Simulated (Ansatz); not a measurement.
Question: Name crystals whose computed values (plane-wave PAW PBEsol (Ansatz code)) fall in these windows: Θ_D (K) 600 to 750; G_Hill (GPa) 110 to 150.

Answer: 

| crystal | Θ_D (K) | G_Hill (GPa) |
|---|---|---|
| CoSi, P2_13 (Co on 4a, Si on 4a) | 653 | 128 |
| FeSi2, Cmce (Fe on 8f, Fe on 8d, Si on 16g, Si on 16g) | 743 | 137 |
| Cr, bcc (W type) | 617 | 133 |
| MoP, P-6m2 (Mo on 1a, P on 1f) | 602 | 145 |
| GaN, P6_222 (Ga on 3d, N on 3c) | 662 | 128 |
Others may fit too.

Typed or built starts, not in the databases checked: GaN, P6_222 (Ga on 3d, N on 3c). Not the usual ambient phase: GaN, P6_222 (Ga on 3d, N on 3c). Standing as an ambient phase not checked: FeSi2, Cmce (Fe on 8f, Fe on 8d, Si on 16g, Si on 16g). Began spin-polarised and lost the moments: Cr, bcc (W type). All cells were relaxed under the symmetry of their starts (and spin orders); stability against distortions was not tested throughout. Rows with no word on spin ran without spin polarisation. Spin–orbit coupling is left out wherever it is not named.

Potentials: the later of the program's two PAW sets.
